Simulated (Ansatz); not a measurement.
Cell and atoms are relaxed with the symmetry kept. Start:

```cif
data_structure
_symmetry_space_group_name_H-M 'P-3m1'
_symmetry_Int_Tables_number 164
_cell_length_a 2.5441
_cell_length_b 2.5441
_cell_length_c 9.5912
_cell_angle_alpha 90.000
_cell_angle_beta 90.000
_cell_angle_gamma 120.000
_cell_volume 53.76
loop_
_atom_site_label
_atom_site_type_symbol
_atom_site_symmetry_multiplicity
_atom_site_Wyckoff_symbol
_atom_site_fract_x
_atom_site_fract_y
_atom_site_fract_z
_atom_site_occupancy
B1 B 2 c 0.00000 0.00000 0.40908 1
B2 B 2 d 0.66667 0.33333 0.02965 1
O1 O 2 d 0.66667 0.33333 0.35121 1
```

These are results of Ansatz 0.2.0, DFT PBE+D3(BJ), scalar-relativistic, plane waves, PAW, not measurements.

Settings: cutoff 420 eV, Γ-centred mesh 18×18×4 on the computed 6-atom cell, Gaussian smearing of 0.10 eV; no spin polarisation.

Q: What does it relax to?

A: The volume rises by 0.07 Å³/atom to 9.03 Å³/atom, and the energy changes by under 0.1 meV/atom. Final structure:
```cif
data_structure
_symmetry_space_group_name_H-M 'P-3m1'
_symmetry_Int_Tables_number 164
_cell_length_a 2.5454
_cell_length_b 2.5454
_cell_length_c 9.6612
_cell_angle_alpha 90.000
_cell_angle_beta 90.000
_cell_angle_gamma 120.000
_cell_volume 54.21
loop_
_atom_site_label
_atom_site_type_symbol
_atom_site_symmetry_multiplicity
_atom_site_Wyckoff_symbol
_atom_site_fract_x
_atom_site_fract_y
_atom_site_fract_z
_atom_site_occupancy
B1 B 2 c 0.00000 0.00000 0.40975 1
B2 B 2 d 0.66667 0.33333 0.02942 1
O1 O 2 d 0.66667 0.33333 0.35233 1
```

Spin polarisation was left out, and a magnetic state may lie lower.

Cost: 1 run of about 1 core-minutes, on Arm Neoverse V1 (shared hosts).